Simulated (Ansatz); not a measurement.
Si6BAs:
```
CELL_PARAMETERS angstrom
     -2.64546     2.64546     5.27964
      2.64546    -2.64546     5.27964
      2.64546     2.64546    -5.27964
ATOMIC_POSITIONS crystal
  B  0.00000 0.00000 0.00000
  Si 0.33492 0.33492 0.43396
  Si 0.75000 0.25000 0.50000
  Si 0.09903 0.66508 0.00000
  Si 0.25000 0.75000 0.50000
  Si 0.66508 0.09903 0.00000
  As 0.50000 0.50000 0.00000
  Si 0.90097 0.90097 0.56604
```

Relaxed with PBE. Special points in fractions of this cell's reciprocal vectors: Γ (0.000, 0.000, 0.000); X (0.000, 0.000, 0.500); P (0.250, 0.250, 0.250); N (0.000, 0.500, 0.000); M (0.500, 0.500, -0.500); S (0.313, 0.687, -0.313); S0 (-0.313, 0.313, 0.313); R (-0.126, 0.126, 0.500); G (0.500, 0.500, -0.126).

**Question.** List the band energies nearest the Fermi level at these points for DFT-PBE in the program Ansatz with PAW potentials.

**Answer.** In eV from the Fermi level; about four levels below and three above (degenerate sets whole), none deeper than 8.9 eV; points with the same levels are listed once.

```
k                          below                above
-  -----------------------------  -------------------
Γ        -4.03 -3.16 -3.16 -0.25       0.00 0.00 0.12
X        -1.45 -1.23 -1.08 -0.90       0.76 1.99 2.12
P        -1.77 -1.77 -1.05 -0.94  1.35 1.97 2.76 2.76
N        -2.55 -2.50 -1.65 -1.51       2.20 2.55 2.97
M  -2.45 -2.45 -1.64 -1.64 -0.08       0.75 0.88 0.88
S        -2.53 -2.38 -1.39 -1.27       0.77 2.09 2.81
R        -1.77 -1.66 -1.47 -1.04       1.21 2.46 2.59
```

Space group I-42m. The start of the workflow was typed in or built on a structure type; neither database checked (COD, Materials Project) lists it. Whether it is the stable phase at ambient conditions was not checked. The PBE relaxation kept the symmetry of its start; its stability against distortions is not shown here. A small band overlap can be real or an error of a semilocal functional. The Fermi level of a semimetal is unsure by some 0.05 eV on such meshes. Spin–orbit coupling is left out wherever it is not named.

Potentials: the earlier of the program's two PAW sets.
